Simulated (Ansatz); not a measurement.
C in space group Ibam (No. 72; C on 8j, C on 4a), PBE (plane waves, PAW; program Ansatz). The conduction-band minimum lies on the Γ–X line, 86 % of the way from Γ, with 2 equivalent valleys. Second derivatives d²E/dk² of the lowest band at one valley (eV·Å²), along Cartesian directions:

```
direction  d²E/dk²
---------  -------
[100]        13.59
[010]        5.980
[001]        1.297
[110]        9.778
[101]        7.444
[011]        3.635
```

**Question.** Find the principal effective masses, the density-of-states mass and the conductivity mass.

**Answer.** Off-diagonal terms follow from H_xy = H[110] − (H_xx + H_yy)/2, and m*/mₑ = 7.620 eV·Å² over each eigenvalue: 0.56, 1.3, 5.9. One valley's DOS mass (m₁m₂m₃)^(1/3) = 1.6, conductivity mass 3/(Σ 1/mᵢ) = 1.1 mₑ.

**Question.** What effective density of states Nc follows at 300 K for parabolic valleys?

**Answer.** Nc = 2.509e19 × 2 × (1.6)^(3/2) ≈ 1.0e20 cm⁻³.

The start of the workflow was typed in or built on a structure type; neither database checked (COD, Materials Project) lists it. It is not the phase usual at ambient conditions (space group No. 194, 227). The cell was relaxed with PBE under the symmetry of its start; whether a distortion lowers the energy is not shown. The volume moved by 20 % from the start of the relaxation.

Potentials: the earlier of the program's two PAW sets.

Edges and masses are those of Kohn–Sham bands, whose gap is no quasiparticle gap.
